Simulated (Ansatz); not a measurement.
ZnInGaO$_{4}$ (InGaZnO4 type, space group R3m)

```
ZnInGaO4
1.0
    1.65551     0.95581     8.58742
   -1.65551     0.95581     8.58742
    0.00000    -1.91161     8.58742
In Ga Zn O
1 1 1 4
Cartesian
  0.00000   0.00000  25.68322
  0.00000   0.00000   5.48473
  0.00000   0.00000  20.12714
  0.00000   0.00000   3.51697
  0.00000   0.00000  22.64411
  0.00000   0.00000   7.43552
  0.00000   0.00000  18.15731
```

This relaxed cell (volume V₀) is scaled evenly in all directions, its shape held. The atoms relax within the cell's symmetry.

All values below come from r2SCAN (plane waves to 500 eV, PAW, scalar-relativistic; Ansatz, a first-principles code). k mesh 12×12×12 (Γ-centred), Fermi-Dirac smearing 0.05 eV. The energy includes the smearing's −TS. Stress and pressure are positive under compression. With the shape held, the modulus is that of even scaling; a crystal free to change shape is softer. The PAW data are Ansatz's earlier set. ZnInGaO4 was relaxed with its symmetry unable to fall. ΔE is measured from the relaxed starting cell.

```tsv
V (Å³/atom)	ΔE (meV/atom)
9.784	229.8
10.156	137.5
10.529	72.5
10.902	withheld
11.274	7.1
11.647	0.0
12.020	6.3
12.392	23.9
12.765	51.0
13.138	86.0
13.511	127.5
```

**Question.** Fit a third-order Birch-Murnaghan form (E₀, V₀, B₀, B₀′ free) to the given rows and predict ΔE at V = 10.902.

**Answer.** Least squares on the 10 given rows: ΔE = E₀ + (9V₀B₀/16)·y²·[2 + (B₀′ − 4)y], y = (V₀/V)^(2/3) − 1, with V₀ = 11.647 Å³/atom, B₀ = 179.7 GPa (160.2 GPa = 1 eV/Å³; the term in eV is multiplied by 1000), B₀′ = 4.48, E₀ = 0.03 meV/atom; root-mean-square residual 0.06 meV/atom. At 10.902 the fit gives 30.2 meV/atom; the calculation gives 30.3 meV/atom, so the interpolation is off by -0.1 (-0.3 %). For the pressure the fit gives 13.8 GPa against the computed 13.8 GPa.

(A scan under strain: stresses follow from slopes of the energy per volume, elastic moduli from its curvatures.)
